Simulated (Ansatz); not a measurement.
# Ba3AlN3 — ¹³⁵Ba nuclear quadrupole resonance

Cell: a computed structure from the Materials Project (it need not be an observed phase), atoms as given.

Space group P6_3/m (No. 176); a = 8.3847, c = 5.6100 Å, γ = 120.00°.

```
site  Wyckoff  site symmetry       x       y       z
  Ba       6h            m..  0.9423  0.6367  0.2500
  Al       2c           -6..  0.6667  0.3333  0.7500
   N       6h            m..  0.8754  0.5657  0.7500
```

One atom of each set is listed.

Method: Kohn–Sham DFT in Ansatz, PBE, plane waves and PAW (field gradients read without the response of the frozen cores, which leaves them typically 4 to 6 % off), scalar-relativistic, 420 eV cutoff, Γ-centred 4×4×5 k-points, Fermi–Dirac smearing 0.02 eV.

¹³⁵Ba: I = 3/2, Q = 153.0 mb (year-2017 value). Static lattice, zero field.

(1) Predict the zero-field ¹³⁵Ba lines of each site.

(2) And for ¹³⁷Ba (I = 3/2, Q = 236.0 mb) on Ba?

Results:

(1) For I = 3/2 there is one line, ν = (|C_Q|/2)(1 + η²/3)^½.

| site | atoms | V_zz (10²¹ V/m²) | C_Q (MHz) | η | line frequencies (MHz) |
| --- | --- | --- | --- | --- | --- |
| Ba | 6 | 16.81 | 62.2 | 0.41 | 31.9 |

(2) C_Q scales with Q to 95.9 MHz, with lines at 49.3 MHz.

Without spin–orbit coupling (the program notes it for Ba) the gradients can shift somewhat, as the gap is small. With a gap of 0.3 eV on this mesh, the gradients can still move by some per cent as the k-mesh gets denser.

Hardware: 1 thread of Intel Xeon 6975P-C (Granite Rapids) (x86_64; 16 cores open to the job, memory cap 3.0 GiB, no GPU), a shared host with a load of 0.4 a core. Wall time 14 s, CPU time 15 s, peak memory 0.69 GiB.
